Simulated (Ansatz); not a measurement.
Given:

TiO$_{2}$ (rutile)

```
CELL_PARAMETERS angstrom
      4.59159     0.00000     0.00000
      0.00000     4.59159     0.00000
      0.00000     0.00000     2.93910
ATOMIC_POSITIONS crystal
  Ti 0.00000 0.00000 0.00000
  Ti 0.50000 0.50000 0.50000
  O  0.30442 0.30442 0.00000
  O  0.80442 0.19558 0.50000
  O  0.19558 0.80442 0.50000
  O  0.69558 0.69558 0.00000
```

In this cell atom 1 (Ti, nearest neighbour O at 1.942 Å; its periodic images, 2.9 Å or more away, move with it) is moved by s along Cartesian z, unit vector (0.000, 0.000, 1.000); all other atoms and the cell stay fixed.

Calculation: PBEsol (plane waves to 420 eV, PAW, scalar-relativistic; Ansatz, a quantum-chemistry and plane-wave program). k mesh 6×6×9 (Γ-centred), Fermi-Dirac smearing 0.05 eV. Energies are smeared free energies. The PAW data are Ansatz's earlier set. TiO2 is run without spin polarisation. TiO2 was relaxed with its symmetry unable to fall. ΔE is measured from the undisplaced structure.

The scan covers s from -0.190 to 0.190 Å in 11 points.

Is this a single well or a double well?

A single well with its minimum at or next to zero displacement.

Is the energy the same for equal positive and negative displacements?

Even: the same for both signs. With its periodic images moving along, the atom's site symmetry in this cell is mmm.

What force acts on the atom along the line at s = -0.190 Å?

0.938 eV/Å.

What is the energy change at s = 0.190 Å?

52.3 meV/cell.

(A displaced cell: forces are minus the slopes of the energy, force constants its curvatures, and phonons follow from these.)
